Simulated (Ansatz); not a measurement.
AgBr:
```
AgBr
1.0
    0.00000     2.83716     2.83716
    2.83716     0.00000     2.83716
    2.83716     2.83716     0.00000
Ag Br
1 1
Direct
  0.50000   0.50000   0.50000
  0.00000   0.00000   0.00000
```

DFT-PBEsol in the program Ansatz with PAW potentials gives a gap of 0.50 eV without spin–orbit coupling, maximum at L, minimum at Γ.

**Question.** What happens when spin–orbit coupling is switched on?

**Answer.** The gap decreases by 0.09 eV, to 0.41 eV; maximum at L, minimum at Γ.

**Question.** Give the electron effective mass with spin–orbit coupling.

**Answer.** 0.18 mₑ (isotropic).

**Question.** Give the hole effective mass with spin–orbit coupling.

**Answer.** 0.38, 0.38, 0.90 mₑ (principal values).

Space group Fm-3m (rock salt). Symmetry was held in the PBEsol relaxation. The run is not spin-polarised.

Potentials: the later of the program's two PAW sets.
